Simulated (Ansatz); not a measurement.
InAs (CsCl type, Pm-3m) under volume change, DFT-PBEsol in the program Ansatz with PAW potentials, scaled uniformly.

| V (Å³/atom) | E − E(relaxed) (meV/atom) | P (GPa) |
|---|---|---|
| 19.606 | 44.7 | 8.10 |
| 20.253 | 18.6 | 4.92 |
| 20.899 | [?] | [?] |
| 21.545 | 0.0 | 0.00 |
| 22.192 | 3.7 | -1.73 |
| 22.838 | 13.7 | -3.22 |
| 23.484 | [?] | [?] |

Task: Complete the blanks.

Result: 
- 20.899, E − E(relaxed) (meV/atom): 4.3
- 20.899, P (GPa): 2.23
- 23.484, E − E(relaxed) (meV/atom): 29.4
- 23.484, P (GPa): -4.50

Task: What does a third-order Birch–Murnaghan fit give for V₀, B₀ and B′?

Result: V₀ = 21.56 Å³/atom, B₀ = 66.0 GPa, B′ = 5.4.

The cell is a constructed one: a structure type filled with these elements; neither database checked (COD, Materials Project) lists it. It is not the phase usual at ambient conditions (space group No. 216). The PBEsol relaxation kept the symmetry of its start; of distortions, only those at the zone centre were tested.

Potentials: the earlier of the program's two PAW sets.
